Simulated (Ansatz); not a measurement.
An Ansatz input:

```yaml
crystal:
  lattice:
    - [0.0, 2.4704625275, 2.4704625275]
    - [2.4704625275, 0.0, 2.4704625275]
    - [2.4704625275, 2.4704625275, 0.0]
  atoms:
    - { symbol: Fe, position: [0.125, 0.125, 0.125], spin: 2.5 }
    - { symbol: Fe, position: [0.875, 0.875, 0.875], spin: -2.5 }
hamiltonian:
  xc: blyp
  pseudopotentials:
    kind: paw
    azcp:
      Fe: "pseudopotentials/Fe.paw.azcp"
basis:
  ecutwfc: 420
  fft_grid_basis: typed
kpoints:
  mp_grid: { grid: [18, 18, 18], shift: [0, 0, 0] }
magnetization:
  spin_polarized: true
scf:
  occupations: { method: fermi_dirac, width: 0.05 }
output:
  write_density: true
  write_potential: true
  elf: true
  volumetric_format: npy
```

Terminal output

```
Engine: ansatz 0.2.0, aarch64-unknown-linux-gnu
Pseudopotentials: kind: paw
Pseudopotential: Fe, paw, valence charge 16, recommended cutoff 420 eV (normal) 
Functional definition: BLYP
  parameter beta = 0.0042
  parameter a = 0.04918
  parameter b = 0.132
  parameter c = 0.2533
  parameter d = 0.349
  exchange = b88_x(beta = beta)
  correlation = lyp_c(a = a, b = b, c = c, d = d)
Crystal: 2 atoms, lattice volume = 30.155 Å³
Basis set: ecut = 420 eV, 609 PW (Γ), exchange–correlation on 48×48×48 points (8 copies of the dense FFT grid, shifted against one another)
Bands: 23, of which v1, the nominal top of the filled ones, is band 16 counted from 1 (15 counted from 0)
Symmetry: 24 space group operations
Space group: F-43m (ITA 216), of the structure as read, at distance tolerance 3.1e-5 Å
Magnetic group: BNS 227.130 (UNI 1632), of the structure as read, at distance tolerance 3.1e-5 Å
k-points: 195 of 5832 (time reversal used)
Non-local potential: Fe, projectors of the file, l = 0: 3, l = 1: 2, l = 2: 3, l = 3: 1
PAW form: soft (Blöchl's): semilocal exchange-correlation on the pseudo side does not see the compensation charge
PAW frozen core: Fe, regenerated for the run's functional, and the local potential with it (the file was generated under x = pbe(κ = 0.804, μ = 0.2195149727645171), c = pbe(β = 0.06672455060314922))
PAW one-centre angular grid: Fe, 590 points (default); XC on 64 Gauss nodes
Initial density: superposition of atomic densities (chi_scale 0.1, normalization cell)
Starting moments: Σ|m| = 5 μB on 2 of 2 sites
Starting magnetic order: antiferromagnet; an inversion exchanges its spin sublattices: spin-degenerate at every k-point
Initial wavefunctions: pseudopotential atomic-orbital guess
Functional: x = b88, c = lyp
iter 1 solved again at ethr=2.94e-3 eV; its pass at ethr=3.10e-3 eV (dr2=9.41e-1 eV) is discarded
SCF iter   1: F=—  HF=-8973.332594 eV  |F-HF|=—  |Δ(HF+E_count)|=         —  Δρ=1.64e-1 (↑1.64e-1 ↓1.64e-1)  dr2=9.48e-1  dr2_m=7.02e0  M=-0.000 μB ∫|m|=1.598 μB  β_m=0.30  ethr=2.94e-3  ⟨swp⟩=1.0  Hψ=47804  notcnv=0
...
SCF 1 converged in 15 iterations: F = -8974.473377 eV  dr2 = 1.69e-8
WARN: the starting moments were not kept: the SCF closed with an absolute magnetisation of 2.7e-6 μB, where they sum to 5 μB in size (2 sites). That is at most 0.1 of that sum. Measured as dr2_m measures the in/out step, that magnetisation stands 5.9e-12 eV from none, at or under the dr2_threshold of 1.0e-7 eV: it is no larger than a step whose dr2_m would equal this threshold. The system may hold no moment; this SCF shows only that its start led to no more than that. To try another start: raise the starting moments (crystal.atoms[].spin, magnetization.per_species, magnetization.initial_magnetization, or on a non-collinear deck that types none of these the spinor_matrix: blocks that start its atoms; where the total moment is fixed, keep their sum and leave initial_magnetization as it is; typed ones take the place of any that the run laid by itself, positive ones on a crystal's lanthanoids without a Hubbard term where scf.initial_density.shell_occupations: [] is typed) or, if the notice of its spin-set hold's release reads "site moments contracting" or "site moments show no strong build", lengthen the hold (scf.mixing.spin_hold: { on: { confirm: 4 } }; for m-r²SCAN on two components see the key's manual first). Each may lead to a state that holds a moment. A second SCF, from the converged charge density, with the starting moments and any scf.initial_density.shell_occupations laid on it anew, would have followed, and was not run: the deck does not ask for one (magnetization.retry_lost_moments is false, the default). To let it run, set magnetization.retry_lost_moments: true and run the deck again, where that key's refused combinations let it; where memory then withholds it, that run's warning says so.
SCF converged after 15 iterations
Magnetization: 0.0000 μB (16.0000 up, 16.0000 down)
Absolute magnetization: 0.0000 μB (∫|ρ↑−ρ↓|, with the PAW one-centre terms)
Spin contamination: 0.0000 ħ² per cell (⟨S²⟩ above its minimum at these occupations)
Per-site moments (μB) at R_I (Å): [(-1.0910621160526143e-6, 0.8825368645139113), (1.4130733882137095e-6, 0.8825368645139113)]
Free energy (F): -8974.473377 eV
Harris-Foulkes:  -8974.473377 eV  (|F-HF|=1.62e-8)
Internal energy: -8974.451462 eV  (E = F + TS)
E sigma→0 (E₀):  -8974.462419 eV
Entropy (-TS):   -0.021915 eV (-10.957 meV/atom)
Fermi energy:    13.284743 eV
--- Per-component energies (eV) ---
  E_band       = -588.894199
  E_kinetic    = 711.952290
  E_local      = -5390.406581  (includes V_loc(G=0)·N_el)
  E_nonlocal   = 430.197109
  E_hartree    = 2278.779275
  E_xc         = -232.354454
  E_vxc        = -298.210885  (∫ρ·V_xc dr)
  E_paw        = -2753.676001  (= ΣΔE_a)
  E_vpaw       = -599.986966  (= ΣTr[D̂ρ^β])
  E_aug_tail   = 0.001708  (compensation charges beyond the density's cutoff)
  E_ewald      = -4018.964707
  E_core_change = 0.019898  (= ΣΔE_core)
  E_smearing   = -0.021915  (= −TS)
  E_closure    = 0.000000  (closes the sum)
  Σ components = -8974.473377   (vs F -8974.473377, Δ=0.00e0)
--- Band table (eV; the first three rows and the last of 390) ---
  k-point 0 ↑: bands = ["-73.5577", "-73.2159", "-39.8413", "-39.8413", "-39.8413", "-39.3084", "-39.3084", "-39.3084", "6.8987", "10.6753", "10.6753", "10.9502", "10.9502", "10.9502", "12.9024", "12.9024", "12.9024", "14.4581", "14.4581", "27.2416", "27.2416", "27.2416", "27.4013"]
  k-point 1 ↑: bands = ["-73.5557", "-73.2178", "-39.8433", "-39.8433", "-39.8411", "-39.3091", "-39.3064", "-39.3064", "6.9605", "10.6348", "10.6348", "10.9532", "11.0073", "11.0073", "12.8705", "12.8975", "12.8975", "14.4579", "14.4579", "25.6977", "26.6269", "26.6269", "28.0778"]
  k-point 2 ↑: bands = ["-73.5499", "-73.2234", "-39.8490", "-39.8490", "-39.8403", "-39.3110", "-39.3008", "-39.3008", "7.1441", "10.5676", "10.5676", "10.9639", "11.1185", "11.1185", "12.7776", "12.8885", "12.8885", "14.4559", "14.4559", "23.9953", "25.9995", "25.9995", "27.9249"]
  k-point 194 ↓: bands = ["-73.3850", "-73.3849", "-39.9624", "-39.9624", "-39.5800", "-39.5800", "-39.1917", "-39.1917", "9.9567", "9.9567", "11.3114", "11.3114", "11.9021", "11.9021", "12.3073", "12.3073", "14.6531", "14.6531", "16.3531", "16.3531", "17.0744", "17.0744", "28.2633"]
```
